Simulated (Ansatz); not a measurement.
The elements of this relaxed trial crystal are hidden behind letters.

```
lattice vectors (Å)
   4.4984    0.0000    0.0000
   0.0000    4.4984    0.0000
   0.0000    0.0000    4.4984
fractional positions
X 0.0000 0.0000 0.5000
X 0.5000 0.0000 0.0000
X 0.0000 0.5000 0.0000
Z 0.5000 0.5000 0.5000
Q 0.5000 0.5000 0.0000
Q 0.0000 0.5000 0.5000
Q 0.5000 0.0000 0.5000
Q 0.0000 0.0000 0.0000
```

All numbers below come from DFT PBE, scalar-relativistic, plane waves, PAW in Ansatz 0.2.0. Settings of the last relaxation (8-atom cell): 420 eV, 8×8×8 k points, Gaussian smearing of 0.10 eV, no spin polarisation.

```
Space group                              : Pm-3m (No. 221)
Conventional cell                        : a = 4.498 Å
Volume per atom                          : 11.38 Å³
Density                                  : 11.28 g/cm³
Energy over the elements                 : −1.34 eV/atom
Gap on the 8×8×8 mesh of the 8-atom cell : 0 eV (a metal)
```

Energies are uncorrected and count from the elements' standard states at the same level.

Task: X is a d-block element of period 6, Z is a p-block element of period 3 and Q is a p-block element of period 2. Which elements are they?

Result: X = Hf, Z = Al, Q = N, so the formula is Hf3AlN4. Density times volume gives a mean mass of 11.28 × 11.38/1.6605 = 77.3 u per atom, and this set has 77.3 u. Hf is surrounded by 6 N at 2.25 Å, 4 Al at 3.18 Å and 8 Hf at 3.18 Å; around Al lie 6 N at 2.25 Å and 12 Hf at 3.18 Å; around N on a site of symmetry 4/mmm lie 2 Al at 2.25 Å and 4 Hf at 2.25 Å; 1 more site not described. Other sets within the hints have nearly the same mass, so mass alone doesn't settle it; this one was computed.

These runs have no spin–orbit coupling, which can matter for Hf. A structure relaxed within its symmetry needn't be a true minimum. Another cell of Hf3AlN4 relaxed alike, in P4/mmm, lies 84 meV/atom lower, so this cell isn't the stable form at this level.
